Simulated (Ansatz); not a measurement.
Ti (hcp, Mg type)

```xyz
2
Lattice="2.9390 0.0000 0.0000 -1.4695 2.5452 0.0000 0.0000 0.0000 4.6501" Properties=species:S:1:pos:R:3 pbc="T T T"
Ti     0.0000     1.6968     3.4876
Ti     1.4695     0.8484     1.1625
```

The relaxed cell is deformed in two ways at once: its volume V is scaled, and at that volume it is stretched along z (the c axis of the conventional cell) so that c/a changes. Fractional atomic positions are held.

The numbers are results of PBE (plane waves to 420 eV, PAW, scalar-relativistic; Ansatz, a first-principles code), not measurements. k mesh 18×18×10 (Γ-centred), Fermi-Dirac smearing 0.05 eV. E stands for the smeared free energy. With partly filled bands, the response to shear is sensitive to the k mesh, so small differences along c/a are uncertain. Ti is run without spin polarisation. Ti was relaxed with its symmetry unable to fall. ΔE is measured from the relaxed starting cell.

### Question
Predict the ΔE (kJ/mol of atoms) at all points of the grid V/V₀ = 0.920, 0.960, 1.000, 1.040, 1.080 by (c/a)/(c/a)₀ = 0.960, 0.980, 1.000, 1.020, 1.040.

### Answer
ΔE (kJ/mol of atoms), with V/V₀ across and (c/a)/(c/a)₀ down:

```tsv
(c/a)/(c/a)₀ \ V/V₀	0.920	0.960	1.000	1.040	1.080
0.960	5.0	1.7	0.7	1.5	3.9
0.980	4.5	1.2	0.2	1.0	3.5
1.000	4.3	1.0	0.0	0.9	3.3
1.020	4.4	1.1	0.2	1.0	3.5
1.040	4.8	1.6	0.6	1.5	3.9
```

(Under strain, the slope of the energy per volume gives the stress and its curvature an elastic modulus.)
